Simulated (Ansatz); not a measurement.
## 4 guesses for Sn₂GeP₂ and where they end

All numbers below come from DFT PBE, scalar-relativistic, plane waves, PAW in Ansatz. All cells share a 420 eV cutoff and Γ-centred k meshes spaced at most about 0.3 Å⁻¹ (about 0.25 or finer for metals, 2π included). No spin polarisation in the final relaxations.

Each guess was relaxed in cell and atoms at zero pressure, within the symmetry of its start. These are static total energies at zero pressure. Coordination counts Ge or P atoms around Sn (for each partner element, those within 1.25 times its shortest distance or 1.15 times the sum of covalent radii, where it is the nearest in units of that sum or under 1.3; a plus sign parts groups by distance over the sum of covalent radii).

```json
{"guess": "1", "made from": "random cell", "start group": "I-4m2", "V start (Å³/atom)": "26.5", "end group": "I4/mmm", "V end (Å³/atom)": "23.0", "coordination at the end": "Sn 2+4", "gap on mesh (eV)": "0", "E over the lowest end (meV/atom)": "273"}
{"guess": "2", "made from": "random cell", "start group": "I4/mmm", "V start (Å³/atom)": "25.9", "end group": "I4/mmm", "V end (Å³/atom)": "23.4", "coordination at the end": "Sn 5", "gap on mesh (eV)": "0", "E over the lowest end (meV/atom)": "321"}
{"guess": "3", "made from": "CeSi2Ru2 type", "start group": "I4/mmm", "V start (Å³/atom)": "22.5", "end group": "?", "V end (Å³/atom)": "?", "coordination at the end": "?", "gap on mesh (eV)": "?", "E over the lowest end (meV/atom)": "?"}
{"guess": "4", "made from": "YbAl2Ge2 type", "start group": "P-3m1", "V start (Å³/atom)": "26.6", "end group": "P-3m1", "V end (Å³/atom)": "22.6", "coordination at the end": "Sn 3", "gap on mesh (eV)": "0", "E over the lowest end (meV/atom)": "0"}
```

Guess 3 as it starts:

```cif
data_structure
_symmetry_space_group_name_H-M 'I4/mmm'
_symmetry_Int_Tables_number 139
_cell_length_a 4.5992
_cell_length_b 4.5992
_cell_length_c 10.6295
_cell_angle_alpha 90.000
_cell_angle_beta 90.000
_cell_angle_gamma 90.000
_cell_volume 224.84
loop_
_atom_site_label
_atom_site_type_symbol
_atom_site_symmetry_multiplicity
_atom_site_Wyckoff_symbol
_atom_site_fract_x
_atom_site_fract_y
_atom_site_fract_z
_atom_site_occupancy
Sn1 Sn 4 d 0.50000 0.00000 0.25000 1
Ge1 Ge 2 a 0.00000 0.00000 0.00000 1
P1 P 4 e 0.50000 0.50000 0.13455 1
```

Problem. Fill in the missing row: what does this guess relax into, and where does it rank?

Solution. It ends in space group I4/mmm (No. 139), with a = 5.364 Å, c = 7.707 Å, 22.2 Å³/atom and no gap. It lies 198 meV/atom over the lowest end, above guess 4 and below guess 1. Counting Ge or P atoms around Sn, this end has Sn 8 and the lowest (guess 4) has Sn 3. This end holds P–P pairs (shortest 2.26 Å); in the lowest (guess 4) the shortest P–P distance is 3.74 Å.

```cif
data_structure
_symmetry_space_group_name_H-M 'I4/mmm'
_symmetry_Int_Tables_number 139
_cell_length_a 5.3643
_cell_length_b 5.3643
_cell_length_c 7.7069
_cell_angle_alpha 90.000
_cell_angle_beta 90.000
_cell_angle_gamma 90.000
_cell_volume 221.77
loop_
_atom_site_label
_atom_site_type_symbol
_atom_site_symmetry_multiplicity
_atom_site_Wyckoff_symbol
_atom_site_fract_x
_atom_site_fract_y
_atom_site_fract_z
_atom_site_occupancy
Sn1 Sn 4 d 0.50000 0.00000 0.25000 1
Ge1 Ge 2 a 0.00000 0.00000 0.00000 1
P1 P 4 e 0.50000 0.50000 0.14632 1
```

The zero of energy is the elements' standard structures at the same level; no fitted shifts are applied. The references include grey tin and black phosphorus.

Problem. Is the lowest end bound against the elements?

Solution. No: its formation energy is +0.05 eV/atom. A positive value: parting into the elements would lower its energy.

The reference form of P is held partly by dispersion forces, which this level lacks. Cells relaxed within their symmetry can be saddle points. A lower structure may well exist outside this small set. Some structure types and database cells were kept out of the candidates from the start, so a known form may be missing.
